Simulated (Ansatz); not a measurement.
Input and command of a plane-wave DFT calculation in Ansatz:

```yaml
crystal:
  lattice:
    - [2.792648563, 0.0, 0.0]
    - [-1.3963242815, 2.4185045994, 0.0]
    - [0.0, 0.0, 4.39535565]
  atoms:
    - { symbol: Ir, position: [0.6666666667, 0.3333333333, 0.75] }
    - { symbol: Ir, position: [0.3333333333, 0.6666666667, 0.25] }
basis:
  ecutwfc: 500
kpoints:
  mp_grid: { grid: [18, 18, 12] }
hamiltonian:
  xc: r2scan
scf:
  occupations: { method: gaussian, width: 0.15 }
output:
  forces: true
  stress: true
  eigenvalues: true
```

```bash
ansatz run input.yaml --threads 1 --pin off --max-ram 2560MiB --backend cpu --events-out ev --progress --plain --runs-dir out
```

Processor: Intel(R) Xeon(R) Processor @ 2.70GHz, 1 thread, on a host shared with other jobs.

Problem. Estimate time, memory and problem size.

Solution. About 13 s on 1 thread of Intel(R) Xeon(R) Processor @ 2.70GHz (shared host), peak memory 0.53 GiB. It solves 21 bands at 259 k points (the mesh reduced by symmetry) with about 749 plane waves, in 7 SCF iterations.
